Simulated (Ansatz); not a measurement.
SrO:
```
CELL_PARAMETERS angstrom
      0.00000     2.58014     2.58014
      2.58014     0.00000     2.58014
      2.58014     2.58014     0.00000
ATOMIC_POSITIONS crystal
  Sr 0.50000 0.50000 0.50000
  O  0.00000 0.00000 0.00000
```

Relaxed with r²SCAN.

Q: Map the electron localisation function on the plane through (0.500, 0.500, 0.500) spanned by u = [1, 0, 0] and v = [0, 1, -1] in lattice vectors, from r²SCAN in the plane-wave PAW code Ansatz.

A: x is the fraction of u, y of v (the angle between them is 90°; rows are the nearest grid lines); atoms in the plane: Sr at (0.00, 0.00), O at (0.50, 0.50).
```
y \ x   0.000  0.111  0.167  0.278  0.389  0.444  0.556  0.611  0.722  0.833  0.889   1.00
------  -----  -----  -----  -----  -----  -----  -----  -----  -----  -----  -----  -----
1.00    0.009  0.577  0.829  0.706  0.045  0.024  0.024  0.045  0.706  0.829  0.577  0.009
0.944   0.091  0.676  0.841  0.651  0.043  0.035  0.035  0.043  0.651  0.841  0.676  0.091
0.833   0.829  0.855  0.818  0.169  0.128  0.311  0.311  0.128  0.169  0.818  0.855  0.829
0.778   0.851  0.793  0.584  0.078  0.403  0.607  0.607  0.403  0.078  0.584  0.793  0.851
0.667   0.249  0.096  0.066  0.446  0.804  0.822  0.822  0.804  0.446  0.066  0.096  0.249
0.611   0.045  0.051  0.128  0.690  0.816  0.772  0.772  0.816  0.690  0.128  0.051  0.045
0.556   0.024  0.094  0.311  0.771  0.772  0.587  0.587  0.772  0.771  0.311  0.094  0.024
0.444   0.024  0.094  0.311  0.771  0.772  0.587  0.587  0.772  0.771  0.311  0.094  0.024
0.389   0.045  0.051  0.128  0.690  0.816  0.772  0.772  0.816  0.690  0.128  0.051  0.045
0.333   0.249  0.096  0.066  0.446  0.804  0.822  0.822  0.804  0.446  0.066  0.096  0.249
0.222   0.851  0.793  0.584  0.078  0.403  0.607  0.607  0.403  0.078  0.584  0.793  0.851
0.167   0.829  0.855  0.818  0.169  0.128  0.311  0.311  0.128  0.169  0.818  0.855  0.829
0.0556  0.091  0.676  0.841  0.651  0.043  0.035  0.035  0.043  0.651  0.841  0.676  0.091
0.000   0.009  0.577  0.829  0.706  0.045  0.024  0.024  0.045  0.706  0.829  0.577  0.009
```

The density is the valence pseudo-density with augmentation charge, so density and ELF within about 1 Å of a nucleus are not all-electron values.

Space group Fm-3m (rock salt). Symmetry was held in the r²SCAN relaxation; phonons on a q-mesh show no instability.

Potentials: the earlier of the program's two PAW sets.
